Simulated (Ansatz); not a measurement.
Values for one crystal, relaxed and computed with DFT-PBEsol in the program Ansatz with PAW potentials; other levels are named.

| Property | Result |
|---|---|
| Volume per atom | 13.79 Å³ |
| Electronic character | metallic (no gap) |
| Highest zone-centre frequency | 440 cm^-1 |
| Hill bulk and shear moduli | 153 and 122 GPa |
| Young's modulus | 289 GPa |
| Density of states at the Fermi level | 0.38 states/eV per atom (mean over ±0.08 eV) |
| Debye temperature from the elastic constants | 739 K |

Pick the material that matches.
A. CoSi2, fluorite or antifluorite type
B. Co2Si, Pnma (Co on 4c, Co on 4c, Si on 4c)
C. TiSi2, Fddd (Ti on 8b, Si on 16f)
D. SiNi, Pnma (Si on 4c, Ni on 4c)

C, TiSi2, Fddd (Ti on 8b, Si on 16f)

The cell was relaxed with PBEsol under the symmetry of its start; of distortions, only those at the zone centre were tested. The run is not spin-polarised. As this level gives no gap, shear constants depend on the k-mesh and smearing (Fermi–Dirac, 0.1 eV here). As this level gives no gap, phonon frequencies hold no LO–TO term and depend on the k-mesh and smearing (Fermi–Dirac, 0.1 eV here).

Potentials: the earlier of the program's two PAW sets.
